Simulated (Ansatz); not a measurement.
Ansatz run, BaZnPF

The input, for Ansatz 0.2.0 (plane waves, PAW):

```yaml
crystal:
  lattice:
    - [4.202925, 0.0, 0.0]
    - [0.0, 4.202925, 0.0]
    - [0.0, 0.0, 9.563431]
  atoms:
    - { symbol: Ba, position: [0.25, 0.25, 0.33177] }
    - { symbol: Ba, position: [0.75, 0.75, 0.66823] }
    - { symbol: Zn, position: [0.25, 0.75, 0.0] }
    - { symbol: Zn, position: [0.75, 0.25, 0.0] }
    - { symbol: P, position: [0.75, 0.75, 0.1491] }
    - { symbol: P, position: [0.25, 0.25, 0.8509] }
    - { symbol: F, position: [0.25, 0.75, 0.5] }
    - { symbol: F, position: [0.75, 0.25, 0.5] }
  symmetry: { tolerance: 0.0003 }
kpoints:
  mp_grid: { grid: [6, 6, 3], shift: [0, 0, 0] }
  band_path:
    path:
      - [0.0, 0.0, 0.0]
      - [0.0, 0.5, 0.0]
      - [0.5, 0.5, 0.0]
      - [0.0, 0.0, 0.0]
      - [0.0, 0.0, 0.5]
      - [0.0, 0.5, 0.5]
      - [0.5, 0.5, 0.5]
      - [0.0, 0.0, 0.5]
      - [0.0, 0.5, 0.0]
      - [0.0, 0.5, 0.5]
      - [0.5, 0.5, 0.0]
    npoints: 6
magnetization:
  spin_polarized: false
scf:
  occupations: { method: gaussian, width: 0.0204 }
  lower_state_search: "off"
  max_iter: 200
hamiltonian:
  pseudopotentials: { kind: paw }
  xc: pbe
basis:
  ecutwfc: 420
  fft_grid_basis: typed
output:
  forces: true
  stress: true
  eigenvalues: true
  bader: true
  populations: true
  elf: true
  write_potential: true
  volumetric_format: npy
  dos:
    e_range: [-12, 8]
    de: 0.05
    projected: { site_lists: { Ba: [Ba], F: [F], P: [P], Zn: [Zn] } }
checkpoint:
  read: saved_state
```

The saved state is an earlier solution for the same cell, perhaps on another mesh. 

Excerpt of what it printed:

```
Pseudopotentials: kind: paw
Pseudopotential: Ba, paw, valence charge 10, recommended cutoff 420 eV (normal), Ba.paw.azcp
Pseudopotential: Zn, paw, valence charge 12, recommended cutoff 420 eV (normal), Zn.paw.azcp
Pseudopotential: P, paw, valence charge 5, recommended cutoff 420 eV (normal), P.paw.azcp
Pseudopotential: F, paw, valence charge 7, recommended cutoff 420 eV (normal), F.paw.azcp
Functional definition: PBE
  exchange = pbe_x(kappa = kappa, mu = beta*pi^2/3)
  correlation = pbe_c(beta = beta)
Crystal: 8 atoms, lattice volume = 168.934 Å³
Basis set: ecut = 420 eV, 3243 PW (Γ), exchange–correlation on 60×60×128 points (8 copies of the dense FFT grid, shifted against one another)
Bands: 42, of which v1, the nominal top of the filled ones, is band 34 counted from 1 (33 counted from 0)
Symmetry: 16 space group operations
Space group: P4/nmm (ITA 129), of the structure as read, at distance tolerance 1.7e-3 Å
k-points: 20 of 108
Initial density: read from a saved state, or passed on in memory by an earlier SCF of this step, an earlier step, the calling program or the single point that the run made first
Functional: x = pbe(κ = 0.804, μ = 0.2195), c = pbe(β = 0.0667)
SCF iter   1: F=—  Δρ=7.47e-4  dr2=1.28e-3
SCF iter   2: F=—  Δρ=4.21e-4  dr2=3.40e-4
SCF iter   3: F=—  Δρ=1.65e-4  dr2=3.90e-5
SCF iter   4: F=—  Δρ=9.51e-5  dr2=1.31e-5
SCF iter   5: F=—  Δρ=2.79e-5  dr2=1.34e-6
SCF iter   6: F=—  Δρ=1.21e-5  dr2=2.37e-7
SCF iter   7: F=-21674.9070 eV  Δρ=2.20e-6  dr2=1.21e-8
Free energy (F): -21674.9070 eV
Harris-Foulkes:  -21674.9070 eV  (|F-HF|=1.06e-8)
Internal energy: -21674.9070 eV  (E = F + TS)
E sigma→0 (E₀):  -21674.9070 eV
Fermi energy:    8.2888 eV
--- Per-component energies (eV) ---
  E_band       = -62.6067
  E_kinetic    = 1152.2277
  E_local      = -6014.3512  (includes V_loc(G=0)·N_el)
  E_nonlocal   = 1554.1510
  E_hartree    = 2480.0267
  E_xc         = -895.5344
  E_vxc        = -704.3368  (∫ρ·V_xc dr)
  E_paw        = -15645.6337  (= ΣΔE_a)
  E_vpaw       = -1010.3517  (= ΣTr[D̂ρ^β])
  E_aug_tail   = 0.0033  (compensation charges beyond the density's cutoff)
  E_ewald      = -4305.7966
  E_smearing   =  0.0000  (= −TS)
--- Forces (eV/Å), atoms counted from 1 ---
  atom   1  Ba     0.0000     0.0000     0.0103
  atom   2  Ba     0.0000     0.0000    -0.0103
  atom   3  Zn     0.0000     0.0000     0.0000
  atom   4  Zn     0.0000     0.0000     0.0000
  atom   5  P      0.0000     0.0000    -0.1189
  atom   6  P      0.0000     0.0000     0.1189
  atom   7  F      0.0000     0.0000     0.0000
  atom   8  F      0.0000     0.0000     0.0000
--- Stress (GPa, compression-positive) ---
       -1.1683       0.0000       0.0000
        0.0000      -1.1683       0.0000
        0.0000       0.0000      -0.9734
  P = ⅓ Tr σ = -1.1033 GPa (-11.033 kbar)
--- Löwdin populations: 8 sites ---
  site symbol       q [e]
     0     Ba      8.3118
     1     Ba      8.3118
     2     Zn     10.8370
     3     Zn     10.8370
     4      P      6.5559
     5      P      6.5559
     6      F      7.7790
     7      F      7.7790
  spilling = 0.0152 (of n_electrons = 68.0000)
--- Bader charges: 8 sites ---
  site symbol  charge [e]  shift [e]
     0     Ba      1.5324     0.0000
     1     Ba      1.5324     0.0000
     2     Zn      0.5385     0.0026
     3     Zn      0.5385     0.0026
     4      P     -1.2339     0.0026
     5      P     -1.2339     0.0026
     6      F     -0.8370     0.0000
     7      F     -0.8370     0.0000
```

Origin: a database entry at a rescaled volume.
